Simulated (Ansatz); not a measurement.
**CO$_{2}$: pressure against volume**

CO$_{2}$, I-42d, a = 3.918 Å, c = 5.937 Å. The compound is a gas at ambient conditions and forms a soft molecular solid only when cold or compressed. This isn't the usual stable structure of the compound. Ansatz: PBEsol, PAW, 420 eV, Γ-centred 8×8×8 mesh on 6 atoms, Gaussian smearing 0.02 eV; no spin polarisation. Shape and atoms are relaxed at each volume; pressure is positive in compression.

```
V (Å³/atom) P (GPa)
      6.683        ?
      6.911    16.01
      7.139     9.90
      7.367     4.60
      7.595    -0.01
      7.823    -4.05
      8.050    -7.57
      8.354   -11.63
```

**Question.** Take V0 = 7.595 Å³/atom, count pressures from its P0 = -0.01 GPa, fit the third-order Birch–Murnaghan form to the other rows, and predict the missing pressure.

**Answer.** With the Eulerian strain f = ½[(V0/V)^(2/3) − 1] and y = (P − P0)/[3f(1 + 2f)^(5/2)], the form is the line y = B0 + 1.5 B0 (B0′ − 4) f. Rows (f, y): 0.03247, 140.5; 0.02107, 141.4; 0.01026, 142.4; -0.00976, 144.9; -0.01902, 146.0; -0.03076, 147.6. Means f = 0.0007100, y = 143.80; Σ(Δf)² = 0.003004, ΣΔfΔy = -0.3416; the slope is their ratio. y = 143.9 − 113.7 f GPa, so B0 = 143.9 GPa and B0′ = 4 + 2 × (-113.7)/(3 × 143.9) = 3.47. At V = 6.683, f = 0.04451, y = 138.84 and P = 22.93 GPa. The run gave 23.09 GPa, so the fit is 0.16 GPa too low, a small miss on the scale of the series.